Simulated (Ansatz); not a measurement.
**Au (Im-3m), two-dimensional strain map**

Computed with DFT r2SCAN, scalar-relativistic, plane waves, PAW (Ansatz 0.2.0). Cutoff 500 eV, Γ-centred 20×20×20 k-points, Gaussian smearing of 0.15 eV. Spin–orbit coupling is left out, which can shift energies with elements as heavy as these. No spin polarisation. Energies are free energies at this smearing, counted from the undisturbed cell; pressure is positive in compression.

The starting cell (as given, not relaxed at this level; it stands at -4.7 GPa; this bcc form isn't the usual structure):

```yaml
crystal:
  lattice:
    - [-1.65727, 1.65727, 1.65727]
    - [1.65727, -1.65727, 1.65727]
    - [1.65727, 1.65727, -1.65727]
  atoms:
    - { symbol: Au, position: [0.00000, 0.00000, 0.00000] }
```

The cell is strained by p along both x and y and by q along z, fractional coordinates fixed. Points are written (p, q).

Energy above the undisturbed cell in meV/atom (a dash: not computed):

```csv
p \ q,-0.030,-0.015,0.000,0.015,0.030
-0.030,19.0,5.3,-3.8,-8.8,-10.2
-0.015,-3.9,–,-9.5,–,-0.8
0.000,-9.5,-6.5,0.0,9.6,21.7
0.015,-0.8,–,22.1,–,54.9
0.030,19.7,36.1,54.5,–,97.0
```

Pressure in GPa:

| p \ q | -0.030 | -0.015 | 0.000 | 0.015 | 0.030 |
| --- | --- | --- | --- | --- | --- |
| -0.030 | 10.2 | 7.1 | 4.3 | 1.8 | -0.5 |
| -0.015 | 4.2 | – | -0.7 | – | -4.6 |
| 0.000 | -0.6 | -2.8 | -4.7 | -6.4 | -8.0 |
| 0.015 | -4.6 | – | -8.0 | – | -10.6 |
| 0.030 | -7.8 | -9.3 | -10.6 | – | -12.7 |